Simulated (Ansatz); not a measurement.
CdTe:
```xyz
6
Lattice="4.5233 0.0000 0.0000 -2.2617 3.9173 0.0000 0.0000 0.0000 10.2637" Properties=species:S:1:pos:R:3 pbc="T T T"
Cd     2.2634     0.0000     6.8425
Cd    -1.1317     1.9602     3.4212
Cd     1.1299     1.9571     0.0000
Te     2.2628     0.0000     1.7106
Te    -1.1314     1.9597     8.5531
Te     1.1302     1.9576     5.1318
```

The program Ansatz at the PBEsol level (PAW) gives a gap of 0.09 eV without spin–orbit coupling, maximum at A, minimum at Γ.

Task: What happens when spin–orbit coupling is switched on?

Result: The gap closes at this level.

Space group P6_222. The start of the workflow was typed in or built on a structure type; neither database checked (COD, Materials Project) lists it. It is not the phase usual at ambient conditions (space group No. 216). The cell was relaxed with PBEsol under the symmetry of its start; its stability against distortions is not shown here. Point labels and valley counts follow the cell and symmetry of the run, lower than the named group.

Potentials: the earlier of the program's two PAW sets. The files were generated under PBE; for other functionals the program regenerates the frozen cores, and for LDA and PBEsol the local potential too.
